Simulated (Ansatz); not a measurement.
CuPd:
```
CELL_PARAMETERS angstrom
      1.44617    -2.20544     0.00000
      1.44617     2.20544     0.00000
      0.00000     0.00000     4.22643
ATOMIC_POSITIONS crystal
  Cu 0.00000 0.00000 0.00000
  Pd 0.50000 0.50000 0.50000
```

Relaxed with r²SCAN.

Task: Map the electron localisation function on the plane through (0.000, 0.000, 0.000) spanned by u = [0, 0, 1] and v = [1, 1, 0] in lattice vectors, from the program Ansatz at the r²SCAN level (PAW).

Result: x is the fraction of u, y of v (the angle between them is 90°; rows are the nearest grid lines); atoms in the plane: Cu at (0.00, 0.00), Pd at (0.50, 0.50).
```
|@%=.              .=%@|
|@#-.              .-#@|
|+=:       ..       :=+|
|:.      .::::.      .:|
|       .-====-.       |
|      .:=++++=:.      |
|      :-======-:      |
|   . .:==-::-==:. .   |
|  .. .:==-..-==:. ..  |
|   . .:==-::-==:. .   |
|      :-======-:      |
|      .:=++++=:.      |
|       .-====-.       |
|:.      .::::.      .:|
|+=:       ..       :=+|
|@#-.              .-#@|
|@%=.              .=%@|
```
Scale: ten equal steps from 0.145 (start of ' ') to 0.931 (end of '@'), in the order ' .:-=+*#%@'; x runs from 0.000 to 1.00, y from 0.000 (bottom) to 1.00 (top).

The density is the valence pseudo-density with augmentation charge, so density and ELF within about 1 Å of a nucleus are not all-electron values.

Space group Cmmm. The workflow started from a Materials Project entry (that database holds measured and hypothetical structures alike); the Crystallography Open Database copy checked does not list it. COD files the formula under space group No. 221. With Cu and Pd taken as one species the cell has the higher symmetry Im-3m, so it may be an ordered model of a mixed-site phase. Whether it is the stable phase at ambient conditions was not checked. The cell was relaxed with r²SCAN under the symmetry of its start. At this level the phase is dynamically unstable (imaginary phonons). No spin polarisation was allowed.

Potentials: the later of the program's two PAW sets.
